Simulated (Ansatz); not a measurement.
**A plane-wave run on Bi2Au**

The input, for Ansatz 0.2.0 (plane waves, PAW):

```yaml
crystal:
  lattice:
    - [7.523882, -0.34142, -0.256119]
    - [0.451863, 6.455416, -1.242309]
    - [1.001726, -0.373777, 7.263952]
  atoms:
    - { symbol: Au, position: [0.973801, 0.184164, 0.806069] }
    - { symbol: Au, position: [0.855115, 0.740914, 0.007634] }
    - { symbol: Bi, position: [0.459748, 0.132794, 0.934854] }
    - { symbol: Bi, position: [0.314988, 0.704221, 0.216202] }
    - { symbol: Bi, position: [0.72388, 0.738834, 0.515186] }
    - { symbol: Bi, position: [0.035133, 0.236227, 0.315563] }
kpoints:
  mp_grid: { grid: [3, 3, 3], shift: [0.0, 0.5, 0.0] }
magnetization:
  spin_polarized: false
scf:
  occupations: { method: fermi_dirac, width: 0.0953 }
  lower_state_search: "off"
  max_iter: 200
hamiltonian:
  pseudopotentials: { kind: paw }
  xc: r2scan
basis:
  ecutwfc: 500
  fft_grid_basis: typed
output:
  forces: true
  stress: true
  eigenvalues: true
  bader: true
  populations: true
  elf: true
  write_potential: true
  volumetric_format: npy
  dos:
    e_range: [-12, 8]
    de: 0.05
    projected: { site_lists: { Au: [Au], Bi: [Bi] } }
checkpoint:
  read: saved_state
```

The run starts from an earlier solution of this cell. 

Output (shortened):

```
SCF iter   1: F=-75962.2009 eV  Δρ=7.99e-4  dr2=2.16e-3  dr2_τ=5.00e-4
SCF iter   2: F=-75962.2035 eV  Δρ=2.35e-4  dr2=2.83e-4  dr2_τ=3.04e-5
SCF iter   3: F=-75962.2036 eV  Δρ=9.09e-5  dr2=6.70e-5  dr2_τ=3.27e-6
SCF iter   4: F=-75962.2038 eV  Δρ=2.58e-5  dr2=5.75e-6  dr2_τ=2.89e-7
SCF iter   5: F=-75962.2038 eV  Δρ=1.30e-5  dr2=1.22e-6  dr2_τ=5.16e-8
SCF iter   6: F=-75962.2038 eV  Δρ=3.66e-6  dr2=1.44e-7  dr2_τ=4.26e-9
SCF iter   7: F=-75962.2038 eV  Δρ=1.80e-6  dr2=2.18e-8  dr2_τ=1.81e-9
Free energy (F): -75962.2038 eV
Harris-Foulkes:  -75962.2038 eV  (|F-HF|=8.02e-9)
Internal energy: -75961.9898 eV  (E = F + TS)
E sigma→0 (E₀):  -75962.0968 eV
Entropy (-TS):   -0.2140 eV (-35.671 meV/atom)
Fermi energy:    3.1479 eV
--- Per-component energies (eV) ---
  E_band       = -1886.2206
  E_kinetic    = 2391.6039
  E_local      = -15355.0596  (includes V_loc(G=0)·N_el)
  E_nonlocal   = 2400.0260
  E_hartree    = 5871.9063
  E_xc         = -977.6922
  E_vxc        = -1212.3035  (∫ρ·V_xc dr)
  E_paw        = -62221.1231  (= ΣΔE_a)
  E_vpaw       = -1941.7369  (= ΣTr[D̂ρ^β])
  E_aug_tail   = 0.0004  (compensation charges beyond the density's cutoff)
  E_vtau       = 87.4340  (kinetic-family band-sum trace: ∫τ·v_τ [+ j·A + Jᵃ·Aᵃ] dr)
  E_ewald      = -8074.8009
  E_core_change = 3.1495  (= ΣΔE_core)
  E_smearing   = -0.2140  (= −TS)
--- Forces (eV/Å), atoms counted from 1 ---
  atom   1  Au     0.0049    -0.1037     0.1168
  atom   2  Au    -0.0776     0.2997     0.2327
  atom   3  Bi    -0.3187    -0.1862     0.4318
  atom   4  Bi     0.3269    -0.1616    -0.0856
  atom   5  Bi     0.0010     0.2766    -0.3294
  atom   6  Bi     0.0635    -0.1248    -0.3662
--- Stress (GPa, compression-positive) ---
       -6.6482       0.4917      -0.0198
        0.4917      -7.3711      -0.1736
       -0.0198      -0.1736      -7.4606
  P = ⅓ Tr σ = -7.1599 GPa (-71.599 kbar)
--- Bader charges: 6 sites ---
  site symbol  charge [e]  shift [e]
     0     Au     -0.3206     0.0000
     1     Au     -0.2733     0.0000
     2     Bi      0.1667     0.0000
     3     Bi      0.0977     0.0000
     4     Bi      0.1408     0.0000
     5     Bi      0.1887     0.0000
```

Origin: a disordered cell, so it need not be a known compound. Caveats: many states at the Fermi level without spin polarisation, so a magnetic state may lie lower; the k mesh is coarse if the cell is a metal.
